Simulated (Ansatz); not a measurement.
A geometry of Ge away from equilibrium: the start of the relaxation of a relaxed Ge cell displaced along its unstable phonon at q = (½, 0, 0) of its primitive reciprocal cell (85i cm⁻¹), largest move 0.15 Å. Level of theory: r2SCAN (plane waves to 500 eV, PAW, scalar-relativistic; Ansatz, a first-principles code). Γ-centred k-mesh 7×14×14 on the run's cell (coarser than for final values), Fermi–Dirac smearing 0.05 eV.

```xyz
2
Lattice="-3.3391 3.3391 3.3391 1.6696 -1.6696 1.6696 1.6696 1.6696 -1.6696" Properties=species:S:1:pos:R:3 pbc="T T T"
Ge     0.1500     0.0000     0.0000
Ge    -1.8196     1.6696     1.6696
```

Q: Which atoms carry the largest force, and which way does it point?

A: 0.14 eV/Å, on Ge1, Ge2 (atoms numbered as listed); on Ge1 its components are (0.14, 0.00, 0.00).

Q: What is the pressure?

A: +0.7 GPa, compression positive.

Q: How far above the relaxed end point is this geometry?

A: 0.18 eV/atom; the path ends in P6/mmm (No. 191) (AFLOW prototype A_hP1_191_a (A_f, as in Sn)).

No spin polarisation in the result.

The run could not lose the symmetry of its start: the end is stationary, and may be a saddle point rather than a minimum.

The end of the path is a generated cell of Ge: the first start was made by placing the elements on the sites of a structure type, and the end was not matched to a known phase here, so it may be hypothetical. Known forms of Ge include space group No. 227.
